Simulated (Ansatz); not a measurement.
The calculation used Ansatz, DFT PBE, scalar-relativistic, plane waves, PAW. Cutoff 420 eV, Γ-centred meshes of about 0.25 Å⁻¹ or finer for metals and 0.3 Å⁻¹ for insulators (2π included), Gaussian smearing. No spin polarisation.

Relaxed forms of ScInTeSe:

Cell 1. Space group P-6m2 (No. 187), hexagonal, a = 4.062 Å, c = 15.872 Å. Sc is surrounded by 3 Se at 2.75 Å and 3 Te at 2.94 Å; around In on its first site lie 6 Se at 3.29 Å; Te is surrounded by 3 Sc at 2.94 Å and 3 In at 3.37 Å; around Se lie 3 Sc at 2.75 Å and 3 In at 3.29 Å; 1 more site not described.

Cell 2. Space group P3m1 (No. 156), trigonal, a = 4.079 Å, c = 8.771 Å. Sc has 3 Se at 2.68 Å and 3 Te at 3.02 Å; In has 3 Te at 3.19 Å and 1 Se at 3.46 Å; Te is surrounded by 3 Sc at 3.02 Å and 3 In at 3.19 Å; Se has 3 Sc at 2.68 Å and 1 In at 3.46 Å.

Task: Order them by Kohn–Sham gap, widest first, and say which is lowest in energy.

Result: Gaps on the mesh: 0.52 eV for cell 2, none for cell 1. Lowest in energy is cell 1; cell 2 lies 44 meV/atom higher. The widest gap doesn't belong to the lowest form. Counting Se or Te atoms around In and Sc (for each partner element, those within 1.25 times its shortest distance or 1.15 times the sum of covalent radii, where it is the nearest in units of that sum or under 1.3; the shortest distance is added where it is long for a bond; a slash parts the counts of unlike sites): cell 1 (P-6m2, 28.3 Å³/atom) has Sc 6, In 6 from 3.3 Å/6 from 3.4 Å; cell 2 (P3m1, 31.6 Å³/atom) has Sc 6, In 3.

Gaps are read on each cell's k mesh and can be smaller between its points; Kohn–Sham gaps at this level usually fall short of measured ones, and a small gap can close altogether. These runs have no spin–orbit coupling, which can matter for Te. The zero gap of P-6m2 may come from the functional, which often closes small gaps, or the cell may be a true semimetal. With atoms moved at random, cell 1 came back. Cell 2 had no clear such test and can be a saddle point. Some types were kept out of the candidates beforehand, so the set may lack a known form.
